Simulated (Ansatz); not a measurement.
Rb (dhcp): energy against volume

These are results of DFT, BLYP, plane waves (420 eV) with PAW, scalar-relativistic (Ansatz 0.2.0), not measurements. The PAW files were generated under PBE, with cores re-solved for the functional.

The cell is scaled uniformly from the relaxed one, with fractional coordinates and shape fixed. Energies are extrapolated to zero smearing, pressures are those at the given smearing. Magnetic state: spin not included.

A Birch-Murnaghan fit gives V₀ = 95.58 Å³/atom, B₀ = 2.3 GPa, B₀′ = 4.1.

(1) What are the energy above the minimum and the pressure at 84.165 Å³/atom?

(2) What are the energy above the minimum and the pressure at 91.817 Å³/atom?

(3) What are the energy above the minimum and the pressure at 103.294 Å³/atom?

## Answers

(1) 12.2 meV/atom and 0.39 GPa as computed.

(2) 1.1 meV/atom and 0.11 GPa as computed.

(3) 4.0 meV/atom and -0.14 GPa as computed.
